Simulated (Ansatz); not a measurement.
Clean, relaxed (001) surface of Al, space group P6_3/mmc (No. 194) (top face towards +c; atoms held fixed, by place in the list: 1, 2, 3, 4):

```xyz
8
Lattice="2.8363 0.0000 0.0000 -1.4181 2.4563 0.0000 0.0000 0.0000 33.3138" Properties=species:S:1:pos:R:3 pbc="T T T"
Al    0.0000    1.6375    8.5000
Al    0.0000    0.0000   10.8305
Al    1.4181    0.8188   13.1611
Al    0.0000    0.0000   15.4916
Al    0.0000    1.6375   17.8037
Al    0.0000    0.0000   20.1443
Al    1.4181    0.8188   22.4875
Al    0.0000    0.0000   24.8655
```

The calculation used DFT PBEsol, scalar-relativistic, plane waves, PAW (Ansatz 0.2.0). Cutoff 420 eV; k points 12×12×1 on the computed 8-atom cell (Γ-centred); Gaussian smearing, width 0.10 eV; no spin polarisation. A dipole correction removes the field between periodic images along c.

CH is adsorbed on the top face, one adsorbate per 7.0 Å², and relaxed from 3 starting sites (fractions of a and b). The adsorption energy is E(slab + adsorbate) − E(slab) − E(free adsorbate, spin-polarised where open-shell). Heights count from the highest slab atom after relaxation. Δφ is the top face's. Δp counts per cell along +c. Bonded neighbours lie within 1.25 times the sum of covalent radii (1.35 for H) and, on that scale, within 12 % of the closest. With the adsorbate the cell is lengthened along c to keep the vacuum.

| start | ends at | E_ads (eV) | height (Å) | shortest contact | Δφ (eV) | Δp (e·Å) | whole? |
| --- | --- | --- | --- | --- | --- | --- | --- |
| top (Al) at (0.00, 0.00) | (0.00, 0.00), 1 bonded neighbour (Al) | -3.75 | 1.90 | C–Al 1.90 Å | -1.01 | +0.032 | yes |
| hollow (Al-Al-Al) at (0.33, 0.67) | (0.33, 0.67), 3 bonded neighbours (Al) | -5.30 | 1.09 | C–Al 1.97 Å | -0.62 | +0.021 | yes |
| bridge (Al-Al) at (0.50, 0.00) | (0.34, 0.67), 3 bonded neighbours (Al) | -5.30 | 1.09 | C–Al 1.97 Å | -0.62 | +0.021 | yes |

Among the sites tried, the lowest end comes from the hollow (Al-Al-Al) at (0.33, 0.67) start; the bridge (Al-Al) at (0.50, 0.00) start ended within 0.02 eV of it, though not always at the same place; other sites may lie lower.

Each end is the local minimum or symmetric point that its start leads to. This isn't the usual crystal structure of Al.

For at least one of the starts the bottom face's work function also shifts by over 0.1 eV: the slab is too thin to screen the adsorbate, so the work functions aren't converged with thickness.

The adsorbed runs have no spin polarisation, so weakly bound open-shell ends lie too high.